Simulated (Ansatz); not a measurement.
CoSi:
```cif
data_Co4Si4
_chemical_formula_sum 'Co4 Si4'
_space_group_name_H-M_alt 'P 1'
_space_group_IT_number 1
_cell_length_a 4.43092
_cell_length_b 4.43092
_cell_length_c 4.43092
_cell_angle_alpha 90.000
_cell_angle_beta 90.000
_cell_angle_gamma 90.000
loop_
_space_group_symop_operation_xyz
  'x, y, z'
loop_
_atom_site_label
_atom_site_type_symbol
_atom_site_fract_x
_atom_site_fract_y
_atom_site_fract_z
_atom_site_occupancy
Co1 Co 0.85475 0.64525 0.35475 1
Co2 Co 0.64525 0.35475 0.85475 1
Co3 Co 0.35475 0.85475 0.64525 1
Co4 Co 0.14525 0.14525 0.14525 1
Si1 Si 0.15677 0.34323 0.65677 1
Si2 Si 0.34323 0.65677 0.15677 1
Si3 Si 0.65677 0.15677 0.34323 1
Si4 Si 0.84323 0.84323 0.84323 1
```

This is the PBE-relaxed structure.

**Question.** All from the program Ansatz at the PBE level (PAW), unless another level is named. Give the electronic character.

**Answer.** metallic (no gap).

**Question.** Next, the formation energy from the elements (no fitted shifts)?

**Answer.** -0.60 eV/atom.

**Question.** Give the density of states at the Fermi level.

**Answer.** 0.15 states/eV per atom (mean over ±0.08 eV).

Space group P2_13. The cell was relaxed with PBE under the symmetry of its start. The run is not spin-polarised. The references are the lowest solids computed at this level, not always the standard phases.

Potentials: the earlier of the program's two PAW sets.
